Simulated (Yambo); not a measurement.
G0W0@LDA for KScS₂O₈ (space group C2/m, No. 12) in Yambo. Reference settings: 2×2×1 Γ-centred k mesh, bands 2 to 277 and a 7 Ry block in the screening, 277 bands in G with the Bruneval-Gonze terminator, plasmon pole fitted at 27.2 eV. The LDA gap (-0.5, -0.5, 0) → (-0.5, -0.5, 0) on this mesh is 4.19 eV; G0W0 gaps are taken between the same points.

With and without the terminator, as bands are cut:

```json
[
 {"bands in G (in W)": "75 (75)", "gap, terminator (eV)": "8.344", "gap, none (eV)": "8.577", "valence shift, terminator (eV)": "-1.248", "valence shift, none (eV)": "-0.875"},
 {"bands in G (in W)": "111 (111)", "gap, terminator (eV)": "8.121", "gap, none (eV)": "8.308", "valence shift, terminator (eV)": "-1.237", "valence shift, none (eV)": "-0.877"},
 {"bands in G (in W)": "158 (158)", "gap, terminator (eV)": "8.039", "gap, none (eV)": "8.184", "valence shift, terminator (eV)": "-1.289", "valence shift, none (eV)": "-0.965"},
 {"bands in G (in W)": "217 (217)", "gap, terminator (eV)": "8.018", "gap, none (eV)": "8.127", "valence shift, terminator (eV)": "-1.342", "valence shift, none (eV)": "-1.082"},
 {"bands in G (in W)": "277 (277)", "gap, terminator (eV)": "8.003", "gap, none (eV)": "8.090", "valence shift, terminator (eV)": "-1.373", "valence shift, none (eV)": "-1.162"}
]
```

Over this range the gap spans 0.341 eV with the terminator and 0.487 eV without, the valence shift 0.136 eV and 0.287 eV. Neither column has reached its limit for certain.

Geometry of the Materials Project entry, not relaxed at this level; primitive cell a = b = 5.0442 Å, c = 8.1828 Å, α = β = 93.94°, γ = 64.31°.

The structure is a Materials Project entry; no match was found in the copy of COD used, and its stability was not checked.

A shift is the quasiparticle energy of the state minus its LDA energy.
